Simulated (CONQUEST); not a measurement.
Worked example: self-consistent single point of Si (Fd-3m, 8 atoms in the cell; from Materials Project mp-149, lattice scaled a little) in CONQUEST.

Method: LDA (PW92), numerical atomic orbitals double-zeta with polarisation (the shipped basis), PseudoDojo norm-conserving potentials made for LDA (CONQUEST).

```yaml
crystal:
  lattice:
    - [5.50794, 0.00000, 0.00000]
    - [0.00000, 5.50794, 0.00000]
    - [0.00000, 0.00000, 5.50794]
  atoms:
    - { symbol: Si, position: [0.25000, 0.75000, 0.25000] }
    - { symbol: Si, position: [0.00000, 0.00000, 0.50000] }
    - { symbol: Si, position: [0.25000, 0.25000, 0.75000] }
    - { symbol: Si, position: [0.00000, 0.50000, 0.00000] }
    - { symbol: Si, position: [0.75000, 0.75000, 0.75000] }
    - { symbol: Si, position: [0.50000, 0.00000, 0.00000] }
    - { symbol: Si, position: [0.75000, 0.25000, 0.25000] }
    - { symbol: Si, position: [0.50000, 0.50000, 0.50000] }
```

Reference input (self-consistent single point, DFT, LDA (PW92), numerical atomic orbitals double-zeta with polarisation (the shipped basis), PseudoDojo norm-conserving potentials made for LDA): basis = DZP; Diag.MPMeshX, Y, Z = 4 4 4; potentials = PseudoDojo norm-conserving LDA; Grid.GridCutoff = 88 Ha; DM.SolutionMethod = diagon; Diag.SmearingType = 1; Diag.kT = 0.001837 Ha; Diag.GammaCentred = true; Diag.MPOrder = 0; minE.SCTolerance = 1.0e-06; SC.MaxIters = 100; SC.LinearMixingFactor = 0.5. This run's input differs from it in these lines:

```diff
@@ -16,5 +16,5 @@
 Diag.MPMesh                    T
-Diag.MPMeshX                   4
-Diag.MPMeshY                   4
-Diag.MPMeshZ                   4
+Diag.MPMeshX                   1
+Diag.MPMeshY                   1
+Diag.MPMeshZ                   1
 Diag.GammaCentred              T
```

Output (repeated stretches shortened):

```
    new_SC_potl: Starting.  Tolerance:  0.10000E-05

    PulayMixSC: Starting Pulay mixing, A_up =  0.500 A_dn =  0.500
    PulayMixSC: Spin non-polarised calculation.
          Harris-Foulkes Energy            :       -33.743697949579676 Ha
          (TS=0 as O(N) or entropic contribution is negligible)
          DFT Total Energy                 :       -33.672199576154846 Ha
          Total number of electrons        :        32.000000000003801
    PulayMixSC: Pulay iteration     1 residual:              0.57396E-02
          Harris-Foulkes Energy            :       -33.694101379536299 Ha
   [... lines left out ...]
          (TS=0 as O(N) or entropic contribution is negligible)
          DFT Total Energy                 :       -33.685665718474937 Ha
          Total number of electrons        :        32.000135261450666
    PulayMixSC: Pulay iteration     5 residual:              0.19970E-05
          Harris-Foulkes Energy            :       -33.685665719443122 Ha
          (TS=0 as O(N) or entropic contribution is negligible)
          DFT Total Energy                 :       -33.685665719441431 Ha
          Total number of electrons        :        32.000135217167674
    PulayMixSC: Pulay iteration     6 residual:              0.15863E-07
    PulayMixSC: Reached SCF tolerance of  0.15863E-07 after      6 iterations
      | Number of electrons      =        32.000135
      |* band energy as 2Tr[K.H] =       -11.800672130484699 Ha
      |  screened ion-ion energy =       -21.615498263257791 Ha
      |  Ha correction           =        -0.828540609161760 Ha
      |  XC correction           =         0.559046105974189 Ha
      |* Harris-Foulkes energy   =       -33.685665719443122 Ha
      |* DFT total energy        =       -33.685665719441431 Ha
      |  estimated accuracy      =        -0.000000000001691 Ha

    force: Forces on atoms (Ha/a0)
    force:  Atom   X              Y              Z
    force:     1   0.0000000000  -0.0000000000  -0.0000000000
   [... zero for the other atoms too ...]

    force: Maximum force :        0.00000000(Ha/a0) on atom         4 in y direction
    force: Force Residual:        0.00000000 Ha/a0
    force: Total stress:         -3.99233810     0.00000000     0.00000000 GPa
                             0.00000000    -3.99233810     0.00000000
                             0.00000000     0.00000000    -3.99233810
    force: Average pressure:      3.99233810 GPa

    force: Finished force
    get_E_and_F: Change in energy during last step of electronic optimisation:  0.25251E-08
```

The run converged in 6 iterations. CONQUEST prints the stress tensor with tension positive. Against the reference run the free energy rises by 1.28 eV/atom and the pressure goes from -4.07 to 3.99 GPa.

The program uses no crystal symmetry, so grid and mesh can part values that symmetry would make equal. The atom-centred basis is finite, which shifts total energies and pressures against plane waves. This run is one point of a test of settings, so its values need not be converged; read them against the reference run alone. The structure comes from a collection of computed structures, made at another level of theory; the collection holds predicted forms beside known ones. Its lattice was then scaled. With one or two k-points the zone of this small cell is coarsely sampled: energies, forces and stress carry that error and can break the symmetry, so a converged loop does not mean converged values.

Cost on one core: about 40 core-seconds (a rough figure).
